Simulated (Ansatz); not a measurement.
The relaxed structure here is a generated cell of NbAs: the first start was made by placing the elements on the sites of a structure type, and the end was not matched to a known phase here, so it may be hypothetical.

One starting cell of NbAs (a generated cell, NbAs placed in the AFLOW prototype AB_tI8_141_a_b ("40", as in NbP)) was relaxed twice with Ansatz (plane waves, PAW, scalar-relativistic): with PBEsol at 420 eV and with PBE at 420 eV. The PBEsol result:

```cif
data_As2Nb2
_chemical_formula_sum 'Nb2 As2'
_space_group_name_H-M_alt 'P 1'
_space_group_IT_number 1
_cell_length_a 5.77216
_cell_length_b 5.77216
_cell_length_c 5.77216
_cell_angle_alpha 143.317
_cell_angle_beta 143.317
_cell_angle_gamma 52.849
loop_
_space_group_symop_operation_xyz
  'x, y, z'
loop_
_atom_site_label
_atom_site_type_symbol
_atom_site_fract_x
_atom_site_fract_y
_atom_site_fract_z
_atom_site_occupancy
Nb1 Nb 0.75000 0.25000 0.50000 1
Nb2 Nb 0.00000 0.00000 0.00000 1
As1 As 0.50000 0.50000 0.00000 1
As2 As 0.25000 0.75000 0.50000 1
```

```
quantity                           PBEsol         PBE
--------------------------------  -------  ----------
space group                       I4₁/amd     I4₁/amd
volume (Å³/atom)                    17.05  (withheld)
a (Å)                               3.633  (withheld)
c (Å)                              10.338  (withheld)
gap (eV, no spin-orbit coupling)     0.00  (withheld)
```

**Question.** What does PBE give for the same quantities?

**Answer.** 
- volume (Å³/atom), PBE: 17.70
- a (Å), PBE: 3.670
- c (Å), PBE: 10.517
- gap (eV, no spin-orbit coupling), PBE: 0.00

Both levels end in the same structure; PBE's volume is 3.8 % larger. Neither column is exact.

No spin polarisation in the result.

The run could not lose the symmetry of its start: the end is stationary, and may be a saddle point rather than a minimum.

All atoms sit on sites fixed by symmetry, so only the cell could relax.

Ansatz is a quantum-chemistry and plane-wave program.
